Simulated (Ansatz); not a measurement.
In DFT-r²SCAN in the program Ansatz with PAW potentials, C in the tetragonal phase (P4_12_12; C on 4a, C on 8b) relaxes to a = 3.796 Å, c = 4.672 Å.

The Kohn–Sham gap is 5.37 eV (indirect). The valence maximum lies on the M–Γ line, 40 % of the way from M and the conduction minimum at Γ. HSE06 on the same cell gives 6.26 eV. Electrons at the band edge weigh 0.40, 0.43, 0.43 mₑ (principal values). The hole mass is 0.42, 2.0, 2.7 mₑ (principal values).

An equation-of-state fit gives a bulk modulus of 409 GPa. The relaxed-ion elastic constants in GPa are C11 = 1200, C12 = 51.3, C13 = 75.9, C33 = 925, C44 = 489, C66 = 542. The elastic constants imply a Debye temperature near 2190 K.

The start of the workflow was typed in or built on a structure type; neither database checked (COD, Materials Project) lists it. It is not the phase usual at ambient conditions (space group No. 194, 227). The r²SCAN relaxation kept the symmetry of its start; its stability against distortions is not shown here. The volume moved by 26 % from the start of the relaxation.

Potentials: the later of the program's two PAW sets.
